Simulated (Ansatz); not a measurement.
Theory: DFT PBE, scalar-relativistic, plane waves, PAW, and for the lanthanide a 4f-in-core norm-conserving potential (Ansatz). Settings: cutoff 660 eV, Γ-centred meshes spaced at most about 0.3 Å⁻¹, and about 0.25 Å⁻¹ or finer for metals (2π included), Gaussian smearing. No spin polarisation in the final relaxations.

Temperature and zero-point effects are left out.

Two forms of NdBeF2 were relaxed alike.

1.

Space group P6/mmm (No. 191). a = 3.704 Å, b = 3.704 Å, c = 7.704 Å, α = 90.00°, β = 90.00°, γ = 120.00°
```json
{"atom": "Nd", "site": "1a", "symmetry": "6/mmm", "x": "0.0000", "y": "0.0000", "z": "0.0000"}
{"atom": "Be", "site": "1b", "symmetry": "6/mmm", "x": "0.0000", "y": "0.0000", "z": "0.5000"}
{"atom": "F", "site": "2e", "symmetry": "6mm", "x": "0.0000", "y": "0.0000", "z": "0.6898"}
```

2.

Space group P-6m2 (No. 187). a = 4.541 Å, b = 4.541 Å, c = 7.197 Å, α = 90.00°, β = 90.00°, γ = 120.00°
```tsv
atom	site	symmetry	x	y	z
Nd	1a	-6m2	0.0000	0.0000	0.0000
Be	1c	-6m2	0.3333	0.6667	0.0000
F	2h	3m.	0.3333	0.6667	0.2132
```

Question: Which would you expect to be lower, and how large is the difference?

Answer: Cell 1 is lower, by 0.59 eV/atom. Cell 1 has space group P6/mmm (No. 191), 22.9 Å³/atom and no gap on its mesh; cell 2 has space group P-6m2 (No. 187), 32.1 Å³/atom and no gap. Counting F atoms around Be and Nd (those within 1.25 times the shortest such distance or 1.15 times the sum of covalent radii, 1.27 where that leaves under three), cell 1 has Nd 2, Be 2 and cell 2 has Nd 6, Be 2. In cell 1, around Nd lie 2 F at 2.39 Å; Be has 2 F at 1.46 Å; F is surrounded by 1 Be at 1.46 Å and 1 Nd at 2.39 Å. In cell 2, around Nd lie 3 Be at 2.62 Å and 6 F at 3.04 Å; Be is surrounded by 2 F at 1.53 Å and 3 Nd at 2.62 Å; F has 1 Be at 1.53 Å and 3 Nd at 3.04 Å. Both come from invented guesses. A third cell relaxed alike, in P6/mmm, lies 80 meV/atom below the lower of the two.

No dispersion correction is applied, so the spacing and binding between layers, chains or molecules are poorly described (P-6m2), and this can change margins and order among such cells. In P6/mmm, P-6m2 an odd number of valence electrons (the lanthanide is held trivalent, its 4f shell in the core) allows no gap without spin; another valence of the lanthanide, a larger cell or a magnetic state could open one. A magnetic state wasn't ruled out in cells without spin, among them P6/mmm, P-6m2. Cells relaxed within their symmetry can be saddle points.

The lanthanide is trivalent by construction, without f bands, f moments or other valences.
